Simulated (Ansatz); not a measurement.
Crystals of one structure type (rock salt) and one family of elements, relaxed and computed with LDA in the plane-wave PAW code Ansatz.

```tsv
crystal	V (Å³/atom)	gap (eV)
NaF	11.41	6.46
LiCl	15.29	6.48
KF	17.20	6.37
LiBr	18.71	5.14
KCl	28.04	?
KBr	32.33	4.32
RbBr	37.05	4.16
```

Fit a straight line to E_g against V and predict the withheld value.

Least squares on the 6 shown rows: E_g = -0.099 × V + (7.666), with a scatter of 0.36. For KCl this gives 4.89. The run itself gave 5.11, within the scatter.

All cells were relaxed under the symmetry of their starts (and spin orders); stability against distortions was not tested throughout. Scalar-relativistic: spin–orbit coupling is off unless named, which matters more the heavier the elements.

Potentials: the later of the program's two PAW sets.
